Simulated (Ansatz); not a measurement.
## Calculated with Ansatz: Ti₂HgSb₃, relaxation

input.yaml:

```yaml
crystal:
  lattice:
    - [4.067664, 0.0, 0.0]
    - [0.0, 4.067664, 0.0]
    - [0.0, 0.0, 8.961446]
  atoms:
    - { symbol: Sb, position: [0.0, 0.5, 0.3835] }
    - { symbol: Sb, position: [0.5, 0.0, 0.6165] }
    - { symbol: Ti, position: [0.0, 0.5, 0.7315] }
    - { symbol: Ti, position: [0.5, 0.0, 0.2685] }
    - { symbol: Sb, position: [0.5, 0.5, 0.0] }
    - { symbol: Hg, position: [0.0, 0.0, 0.0] }
  symmetry: { tolerance: 0.0003 }
kpoints:
  mp_grid: { grid: [8, 8, 4], shift: [0, 0, 0] }
magnetization:
  spin_polarized: false
scf:
  occupations: { method: fermi_dirac }
  lower_state_search: "off"
hamiltonian:
  pseudopotentials: { kind: paw }
  xc: r2scan
basis:
  ecutwfc: 500
  fft_grid_basis: typed
relax:
  max_steps: 80
  f_tol: 0.03
output:
  forces: true
  stress: true
  eigenvalues: true
  bader: true
  populations: true
  elf: true
  write_potential: true
  volumetric_format: npy
  dos:
    e_range: [-12, 8]
    de: 0.05
    projected: { site_lists: { Hg: [Hg], Sb: [Sb], Ti: [Ti] } }
checkpoint:
  read: saved_state
```

Run with:

```bash
ansatz run input.yaml --threads 2 --pin off --max-ram 3584MiB --backend cpu --events-out ev --progress --plain --runs-dir out
```

Origin of the cell: a known structure type with other elements, at an estimated volume, so it need not be a known compound.

The smearing width isn't typed, so it takes its default of 0.1 eV.

The saved state is a converged single point of the same cell.

Steps:

| step | ΔF (meV/atom) | max force component (eV/Å) | SCF iterations | step was |
| --- | --- | --- | --- | --- |
| 1 | 0.0 | 0.291 | 8 | accepted |
| 2 | -4.2 | 0.063 | 8 | accepted |
| 3 | -4.5 | 0.001 | 8 | accepted |

The starting structure.

Space group P-4m2 (No. 115); the run's cell has a = 4.068 Å, b = 4.068 Å, c = 8.961 Å, α = 90.00°, β = 90.00°, γ = 90.00°. Shortest distances: Hg–Sb 2.88 Å, Sb–Ti 3.06 Å, Hg–Ti 3.15 Å, Sb–Sb 3.55 Å.

The relaxed structure.

Space group P-4m2 (No. 115); the run's cell has a = 4.068 Å, b = 4.068 Å, c = 8.961 Å, α = 90.00°, β = 90.00°, γ = 90.00°. Shortest distances: Hg–Sb 2.88 Å, Sb–Ti 3.02 Å, Hg–Ti 3.20 Å.

```yaml
crystal:
  lattice:
    - [4.06766, 0.00000, 0.00000]
    - [0.00000, 4.06766, 0.00000]
    - [0.00000, 0.00000, 8.96145]
  atoms:
    - { symbol: Sb, position: [0.00000, 0.50000, 0.37843] }
    - { symbol: Sb, position: [0.50000, 0.00000, 0.62157] }
    - { symbol: Ti, position: [0.00000, 0.50000, 0.72462] }
    - { symbol: Ti, position: [0.50000, 0.00000, 0.27538] }
    - { symbol: Sb, position: [0.50000, 0.50000, 0.00000] }
    - { symbol: Hg, position: [0.00000, 0.00000, 0.00000] }
```

```
Free energy lowered by  : 4.5 meV/atom
Final pressure          : -8.41 GPa
Relaxation steps listed : 3
Gap on the mesh         : none (metal)
```

Caveats: no moments, though an odd count or open d shells may carry them; no spin-orbit coupling, though heavy elements are present; the SCF threshold is looser than advised for a stress; the relaxation held the start's symmetry, so the end may be a saddle point.

The run took 2.6 min on 2 threads of Arm Neoverse V2, on a shared host, peak memory 0.97 GiB, from a saved density.
